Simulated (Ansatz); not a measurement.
GaN:
```cif
data_GaN
_chemical_formula_sum 'Ga1 N1'
_space_group_name_H-M_alt 'P 1'
_space_group_IT_number 1
_cell_length_a 3.15029
_cell_length_b 3.15029
_cell_length_c 3.15029
_cell_angle_alpha 60.000
_cell_angle_beta 60.000
_cell_angle_gamma 60.000
loop_
_space_group_symop_operation_xyz
  'x, y, z'
loop_
_atom_site_label
_atom_site_type_symbol
_atom_site_fract_x
_atom_site_fract_y
_atom_site_fract_z
_atom_site_occupancy
Ga1 Ga 0.00000 0.00000 0.00000 1
N1 N 0.25000 0.25000 0.25000 1
```

Relaxed with DFT-LDA in the program Ansatz with PAW potentials. Indices refer to the conventional cell of F-43m, a = b = c = 4.455 Å, α = β = γ = 90.00°.

**Question.** Simulate the powder diffraction pattern (Mo Kα, λ = 0.71073 Å; lines above 1 %) up to 2θ = 45°.

**Answer.** Simulated powder pattern, Mo Kα, λ = 0.71073 Å (kinematic, ideal powder, no thermal factors, no anomalous dispersion; the 30 strongest lines at most, above 1 %, up to 2θ = 45°):

```json
[
 {"2θ (°)": "15.88", "d (Å)": "2.572", "I/Imax (%)": "100", "hkl": "(111)"},
 {"2θ (°)": "18.36", "d (Å)": "2.228", "I/Imax (%)": "34", "hkl": "(200)"},
 {"2θ (°)": "26.08", "d (Å)": "1.575", "I/Imax (%)": "47", "hkl": "(220)"},
 {"2θ (°)": "30.68", "d (Å)": "1.343", "I/Imax (%)": "43", "hkl": "(311)"},
 {"2θ (°)": "32.08", "d (Å)": "1.286", "I/Imax (%)": "9.2", "hkl": "(222)"},
 {"2θ (°)": "37.21", "d (Å)": "1.114", "I/Imax (%)": "6.9", "hkl": "(400)"},
 {"2θ (°)": "40.69", "d (Å)": "1.022", "I/Imax (%)": "16", "hkl": "(331)"},
 {"2θ (°)": "41.80", "d (Å)": "0.996", "I/Imax (%)": "11", "hkl": "(420)"}
]
```

Symmetry was held in the LDA relaxation.

Potentials: the earlier of the program's two PAW sets. The files were generated under PBE; for other functionals the program regenerates the frozen cores, and for LDA and PBEsol the local potential too.
